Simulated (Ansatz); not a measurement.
MnNi3:
```
MnNi3
1.0
    3.50446     0.00000     0.00000
    0.00000     3.50446     0.00000
    0.00000     0.00000     3.50446
Ni Mn
3 1
Direct
  0.00000   0.50000   0.50000
  0.50000   0.00000   0.50000
  0.50000   0.50000   0.00000
  0.00000   0.00000   0.00000
```
Starting moments (μB, in the order of the atoms Ni Ni Ni Mn): 0.5 0.5 0.5 3.2.

Relaxed with PBEsol.

Task: Which orbitals make up the states near the Fermi level in PBEsol in the plane-wave PAW code Ansatz?

Result: Within 0.5 eV of the Fermi level: Ni 3d 71 %, Mn 3d 22 %. Projections are on Löwdin-orthogonalised atomic valence shells; empty p or d shells of many metals are not among them.

Task: Tabulate the density of states.

Result: States/eV per cell of 4 atoms, in 0.25 eV bins, energy from the Fermi level.

| E (eV) | total | Ni 3d | Mn 3d | Ni 4s |
|---|---|---|---|---|
| -7.85 | 0.32 | 0.00 | 0.00 | 0.23 |
| -7.60 | 0.36 | 0.00 | 0.00 | 0.26 |
| -7.35 | 0.40 | 0.01 | 0.00 | 0.29 |
| -7.10 | 0.45 | 0.01 | 0.01 | 0.32 |
| -6.85 | 0.49 | 0.02 | 0.01 | 0.35 |
| -6.60 | 0.55 | 0.03 | 0.01 | 0.39 |
| -6.35 | 0.63 | 0.05 | 0.02 | 0.44 |
| -6.10 | 0.70 | 0.07 | 0.03 | 0.48 |
| -5.85 | 0.76 | 0.09 | 0.04 | 0.49 |
| -5.60 | 0.90 | 0.14 | 0.07 | 0.54 |
| -5.35 | 1.15 | 0.25 | 0.13 | 0.60 |
| -5.10 | 1.91 | 0.65 | 0.36 | 0.69 |
| -4.85 | 2.43 | 0.95 | 0.53 | 0.74 |
| -4.60 | 2.81 | 1.28 | 0.58 | 0.71 |
| -4.35 | 3.78 | 2.11 | 0.75 | 0.65 |
| -4.10 | 5.16 | 3.34 | 0.97 | 0.54 |
| -3.85 | 5.42 | 3.83 | 0.95 | 0.33 |
| -3.60 | 5.70 | 4.03 | 1.09 | 0.28 |
| -3.35 | 6.08 | 4.67 | 0.96 | 0.19 |
| -3.10 | 6.78 | 5.28 | 1.10 | 0.14 |
| -2.85 | 7.44 | 5.99 | 1.00 | 0.13 |
| -2.60 | 7.61 | 6.11 | 0.97 | 0.16 |
| -2.35 | 9.03 | 7.08 | 1.34 | 0.20 |
| -2.10 | 9.87 | 7.95 | 1.32 | 0.21 |
| -1.85 | 8.23 | 6.68 | 0.98 | 0.22 |
| -1.60 | 7.69 | 6.32 | 0.93 | 0.17 |
| -1.35 | 10.40 | 8.67 | 1.29 | 0.18 |
| -1.10 | 9.44 | 7.47 | 1.56 | 0.12 |
| -0.85 | 9.49 | 7.46 | 1.64 | 0.11 |
| -0.60 | 9.94 | 7.69 | 1.74 | 0.14 |
| -0.35 | 6.50 | 4.65 | 1.53 | 0.12 |
| -0.10 | 5.14 | 3.41 | 1.48 | 0.13 |
| 0.15 | 3.81 | 2.93 | 0.62 | 0.14 |
| 0.40 | 1.26 | 0.81 | 0.17 | 0.16 |
| 0.65 | 0.85 | 0.37 | 0.14 | 0.19 |
| 0.90 | 1.89 | 0.69 | 0.71 | 0.26 |
| 1.15 | 5.87 | 1.85 | 3.25 | 0.37 |
| 1.40 | 6.38 | 2.40 | 3.22 | 0.50 |
| 1.65 | 2.65 | 0.72 | 1.48 | 0.22 |
| 1.90 | 2.20 | 0.39 | 1.30 | 0.23 |
| 2.15 | 2.37 | 0.40 | 1.39 | 0.25 |
| 2.40 | 1.58 | 0.26 | 0.74 | 0.25 |
| 2.65 | 1.16 | 0.17 | 0.36 | 0.24 |
| 2.90 | 0.96 | 0.14 | 0.24 | 0.20 |
| 3.15 | 0.87 | 0.12 | 0.20 | 0.16 |
| 3.40 | 1.07 | 0.14 | 0.28 | 0.17 |
| 3.65 | 1.43 | 0.18 | 0.40 | 0.25 |
| 3.90 | 1.20 | 0.14 | 0.27 | 0.23 |
| 4.15 | 1.04 | 0.12 | 0.19 | 0.20 |
| 4.40 | 0.96 | 0.10 | 0.15 | 0.18 |
| 4.65 | 0.89 | 0.09 | 0.12 | 0.16 |

Space group Pm-3m (Cu3Au type). The workflow started from an entry of the Crystallography Open Database (COD). Its standing as an ambient phase is unchecked. The PBEsol relaxation kept the symmetry of its start; its stability against distortions is not shown here. The final state is ferromagnetic, chosen from 5 collinear starts compared on coarse meshes (ties went to the first, and starts can fall back to one state), not a proven ground state.

Potentials: the later of the program's two PAW sets.
